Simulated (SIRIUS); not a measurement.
A self-consistent single point of Al2Ru (Fddd, 6 atoms in the cell; from Materials Project mp-10910, changed as shown) with SIRIUS.

Method: PBEsol, GBRV PBEsol ultrasoft pseudopotentials (plane waves; SIRIUS 7.12.0).

The change in words: volume scaled by 1.01. Reference geometry (Fddd):
```yaml
crystal:
  lattice:
    - [0.00000, 3.98983, 4.39152]
    - [2.35248, 0.00000, 4.39152]
    - [2.35248, 3.98983, 0.00000]
  atoms:
    - { symbol: Al, position: [0.07906, 0.42094, 0.07906] }
    - { symbol: Al, position: [0.42094, 0.07906, 0.42094] }
    - { symbol: Al, position: [0.17094, 0.82906, 0.17094] }
    - { symbol: Al, position: [0.82906, 0.17094, 0.82906] }
    - { symbol: Ru, position: [0.75000, 0.75000, 0.75000] }
    - { symbol: Ru, position: [0.50000, 0.50000, 0.50000] }
```

Reference input (self-consistent single point, DFT, PBEsol, plane waves, GBRV PBEsol ultrasoft pseudopotentials): parameters.ngridk = 5 5 5; parameters.xc_functionals = [XC_GGA_X_PBE_SOL, XC_GGA_C_PBE_SOL]; parameters.gk_cutoff = 6.325 1/bohr; parameters.pw_cutoff = 14.143 1/bohr; parameters.shiftk = 1 1 1; parameters.smearing = fermi_dirac; parameters.smearing_width = 0.00367493 Ha; potentials = GBRV PBEsol ultrasoft pseudopotentials; parameters.electronic_structure_method = pseudopotential; parameters.num_bands = 26; parameters.num_mag_dims = 0; parameters.num_dft_iter = 100. This run's input differs from it in these lines:

```diff
@@ -33,5 +33,5 @@
     "lattice_vectors": [
-      [0.0, 7.5396954324, 8.2987795194],
-      [4.445533465, 0.0, 8.2987795194],
-      [4.445533465, 7.5396954324, 0.0]
+      [0.0, 7.5647418625, 8.3263487339],
+      [4.4603016747, 0.0, 8.3263487339],
+      [4.4603016747, 7.5647418625, 0.0]
     ],
@@ -45,10 +45,10 @@
       "Al": [
-        [1.1762375, 0.6308727102, 2.1957625],
-        [1.1762375, 3.3589622898, 2.1957625],
-        [2.352475, 1.3640447898, 4.391525],
-        [2.352475, 6.6156252102, 4.391525]
+        [1.180145, 0.6329684327, 2.203057],
+        [1.180145, 3.3701205673, 2.203057],
+        [2.36029, 1.3685760673, 4.406114],
+        [2.36029, 6.6376019327, 4.406114]
       ],
       "Ru": [
-        [3.5287125, 5.9847525, 6.5872875],
-        [2.352475, 3.989835, 4.391525]
+        [3.540435, 6.0046335, 6.609171],
+        [2.36029, 4.003089, 4.406114]
       ]
```

Log, with long lists cut:

```
[find] density tolerance         : 1e-06
[find] total energy tolerance    : 1e-07
[find] iter_solver_tol (initial) : 0.01
[find] iter_solver_tol (target)  : 1e-13
[find] num_dft_iter              : 100
Charges and magnetic moments
--------------------------------------------------------------------------------
total charge          : 44.000000
[find] | SCF iteration   0 out of 100|
[diagonalize] iterative solver tolerance (occupied, empty): 0.01 0.01
[diagonalize] average number of iterations: 2.03175
[find] Charges and magnetic moments
[find] total charge          : 44.000000
[find] Energy
   [... lines left out ...]

[find] Charges and magnetic moments
[find] total charge          : 44.000000
[find] Energy
[find] smearing (-TS)                 :      -0.00014478
[find] Total energy                   :    -207.72535269 (Ha),    -415.45070538 (Ry)
[find] Free energy (E-TS)             :    -207.72549746 (Ha),    -415.45099493 (Ry)
[find] band gap (eV)                  :       0.62159106
[find] Efermi                         :       0.50422579
[find] iteration : 27, RMS (target) : 9.6901e-07 (1.0000e-06) , energy difference (target) : 1.2676e-09 (1.0000e-07)
[find] bands are converged : true
[find] iterative solver converged : false
[find] converged after 28 SCF iterations!
[find] Charges and magnetic moments
[find] total charge          : 44.000000
[find] Energy
[find] smearing (-TS)                 :      -0.00014478
[find] Total energy                   :    -207.72535269 (Ha),    -415.45070538 (Ry)
[find] Free energy (E-TS)             :    -207.72549746 (Ha),    -415.45099493 (Ry)
[find] band gap (eV)                  :       0.62159106
[find] Efermi                         :       0.50422579
[ground_state] === stress tensor components [kbar] ===
[ground_state] === stress_total ===
[ground_state]    25.141378    0.000000    0.000000
[ground_state]     0.000000   20.361650    0.000000
[ground_state]     0.000000    0.000000   27.396313
[ground_state] ==== total Forces in Ha/bohr =====
[ground_state] atom:    0, force:      -0.0000000     -0.0004702     -0.0000000
[ground_state] atom:    1, force:       0.0000000      0.0004702     -0.0000000
[ground_state] atom:    2, force:       0.0000000      0.0004702      0.0000000
[ground_state] atom:    3, force:      -0.0000000     -0.0004702      0.0000000
[ground_state] atom:    4, force:       0.0000000      0.0000000      0.0000000
[ground_state] atom:    5, force:       0.0000000      0.0000000      0.0000000
```

The run converged in 28 iterations. SIRIUS prints the stress tensor with tension positive. Against the reference run the free energy rises by 1.3 meV/atom, the pressure goes from -0.69 to -2.43 GPa and the largest force goes from 0.011 to 0.024 eV/Å.

The structure comes from a collection of computed structures, made at another level of theory; the collection holds predicted forms beside known ones.

Cost on one core: roughly 2.0 core-minutes.

The gap that the log prints is read on the run's mesh, which can miss the band edges or a crossing.
